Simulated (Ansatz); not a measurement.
# Notes on P$_{2}$W$_{2}$C$_{3}$

```
P W C
1.0
     0.00000    3.14580    0.00000
     5.56078   -1.57290    0.00000
     2.11662    0.00000   -4.95994
P W C
2 2 3
Direct
  0.39147 0.78294 0.81937
  0.60853 0.21706 0.18063
  0.15766 0.31532 0.67410
  0.84234 0.68468 0.32590
  0.25120 0.50240 0.26800
  0.74880 0.49760 0.73200
  0.00000 0.00000 0.00000
```

The numbers come from plane-wave PAW DFT (Ansatz): PBE, no spin polarisation, 420 eV, 7×7×4 Γ-centred k points, fermi-dirac occupations (width 0.1 eV). Nothing was relaxed.

(1) Describe some of the short contacts.

(2) Which element gives electrons and which takes them?

(3) What does the stress say?

(4) Is it stable against the elements?

(5) Metal or insulator?

(6) Where is the largest force?

Origin: a known structure type with other elements, at an estimated volume, so it need not be a known compound. Caveats: the k mesh is coarse if the cell is a metal; atoms or cell far from equilibrium.

## Answers

(1) W–C at 1.94 Å: least valence density 1.14 e/Å³ and ELF 0.53 there. Both are smooth PAW fields, read partly inside the augmentation spheres.

(2) Bader charges in e: P +0.39, W +1.44, C -1.24 to -1.17. In the mean W gives up most and C takes most.

(3) The pressure is 21.4 GPa (compression positive), so with the atoms held at these fractions the cell would first expand; the forces are large, so a full relaxation may end otherwise. The principal stresses 6.7, 18.0, 39.5 GPa differ, so its shape would change too.

(4) 1.41 eV an atom against the elements' usual phases (free molecules for gases, crystals otherwise, with no correction for O₂ or N₂), so at this geometry it isn't bound against them. Relaxing would lower it.

(5) It is a metal, with about 3.2 states/eV a cell as the mean within 0.25 eV of the Fermi level, mostly W d (45 %), P p (25 %) and C p (18 %).

(6) The largest is on C5 (and as large on other atoms): 3.17 eV/Å, components (-2.33, 0.00, 2.15). It makes 122° with the line to a nearest neighbour, W4 at 1.96 Å.
